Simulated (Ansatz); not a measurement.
AlV₂C:
```
AlV2C
1.0
    2.90669     0.00000     0.00000
   -1.45334     2.51726     0.00000
    0.00000     0.00000    13.12803
Al V C
2 4 2
Direct
  0.33333   0.66667   0.75000
  0.66667   0.33333   0.25000
  0.33333   0.66667   0.08504
  0.66667   0.33333   0.58504
  0.66667   0.33333   0.91496
  0.33333   0.66667   0.41496
  0.00000   0.00000   0.00000
  0.00000   0.00000   0.50000
```

Relaxed with PBE. Special points in fractions of this cell's reciprocal vectors: Γ (0.000, 0.000, 0.000); M (0.500, 0.000, 0.000); K (0.333, 0.333, 0.000); A (0.000, 0.000, 0.500); L (0.500, 0.000, 0.500); H (0.333, 0.333, 0.500).

List the band energies nearest the Fermi level at these points for plane-wave PAW PBE (Ansatz code).

In eV from the Fermi level; about four levels below and three above (degenerate sets whole), none deeper than 8.9 eV; points with the same levels are listed once.

```tsv
k	below	above
Γ	-0.29 -0.29 -0.28 -0.28	0.56 0.56 0.59 0.59
M	-2.48 -2.43 -1.54 -1.51	0.69 1.03 1.07
K	-1.69 -1.69 -1.26 -0.24	1.06 1.06 1.21 1.21
A	-0.29 -0.29 -0.29 -0.29	0.57 0.57 0.57 0.57
L	-2.44 -2.44 -1.52 -1.52	0.90 0.90 1.10 1.10
H	-1.59 -1.59 -0.72 -0.72	0.94 0.94 1.38 1.38
```

Space group P6_3/mmc. The PBE relaxation kept the symmetry of its start. The workflow began spin-polarised and lost its moments.

Potentials: the later of the program's two PAW sets.
